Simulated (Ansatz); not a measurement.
A free-standing Janus 2H monolayer of PtSTe, relaxed with r2SCAN in Ansatz 0.2.0. In-plane lattice: a = 3.862 Å, b = 3.862 Å, γ = 120.0°; thickness between the outer nuclei 2.64 Å. Pt has 3 Te at 2.59 Å and 3 S at 2.60 Å; S has 3 Pt at 2.60 Å and 1 Te at 2.64 Å; Te has 3 Pt at 2.59 Å and 1 S at 2.64 Å.

The axes x, y and z are those of this cell:
```
CELL_PARAMETERS angstrom
3.86193 0.00000 0.00000
-1.93096 3.34453 0.00000
0.00000 0.00000 30.57570
ATOMIC_POSITIONS crystal
Pt 0.33333 0.66667 0.29409
S 0.66667 0.33333 0.33768
Te 0.66667 0.33333 0.25128
```
Two periodic directions, a and b.

Unstrained: r2SCAN gives an indirect gap of 0.372 eV, from Γ to Γ–K (0.35 of the way from Γ); the least direct gap is 0.690 eV at Γ–M (0.30 of the way from Γ). The HSE06 gap is indirect, 0.804 eV (Γ to Γ–K (0.35 of the way from Γ)), below the direct gap of 1.178 eV at Γ–M (0.30 of the way from Γ). Meshes: r2SCAN 12×12×1, HSE06 6×6×1. Strains are changes of length per length. After each strain the atoms were relaxed again with r2SCAN within the symmetry that the strain leaves, so tilts or polar shifts that break it weren't tested; points keep the names that they have in the unstrained zone. No spin polarisation. The prototype was imposed, so other structures may be more stable.

Q: Apply uniaxial -0.5 % along x, other directions held. How far does the gap move, against the unstrained cell?

A: r2SCAN: the gap goes from 0.372 to 0.327 eV (-0.045 eV); with r2SCAN the top three valence levels at Γ, grouped 2+1 from the top over 599 meV, become 1+1+1 over 653 meV. HSE06: the gap goes from 0.804 to 0.759 eV (-0.045 eV). The r2SCAN energy rises by 0.0 meV an atom.

Q: Apply in-plane biaxial +2.5 %. How far does the gap move, against the unstrained cell?

A: r2SCAN: the gap goes from 0.372 to 0.713 eV (+0.341 eV); the edges go from Γ → Γ–K (0.35) to Γ → (-0.109, 0.214, 0); with r2SCAN the top three valence levels at Γ, grouped 2+1 from the top over 599 meV, become 2+1 over 172 meV. HSE06: the gap goes from 0.804 to 0.982 eV (+0.178 eV); the edges go from Γ → Γ–K (0.35) to Γ → (-0.109, 0.214, 0). The r2SCAN energy rises by 8.2 meV an atom.

Q: Estimate what in-plane biaxial +1.0 % does to the gap.

A: r2SCAN: the gap goes from 0.372 to 0.509 eV (+0.137 eV); the edges go from Γ → Γ–K (0.35) to Γ → Γ–K (0.34); with r2SCAN the top three valence levels at Γ, grouped 2+1 from the top over 599 meV, become 2+1 over 419 meV. HSE06: the gap goes from 0.804 to 0.950 eV (+0.146 eV); the edges go from Γ → Γ–K (0.35) to Γ → Γ–K (0.34). The r2SCAN energy rises by 1.3 meV an atom.

Spin-orbit coupling is left out, which matters wherever the heavy atoms make up the band edges.

Where an edge lies off the special points, it is a point of the mesh or the k point where a search put PBE's edge or least direct gap, reused for the other functionals, whose own edges may lie a little apart.

Coordinates of k points refer to the reciprocal vectors of the primitive cell of the runs.

The meshes of the hybrids are coarse, so their gaps aren't converged to the digits shown.

For some runs the program warns that the potential is rough where the density is thin, which bears on empty states near the vacuum.

The splittings at Γ are without spin-orbit coupling, which exceeds them in such compounds, regroups them and changes the shifts of the gap.
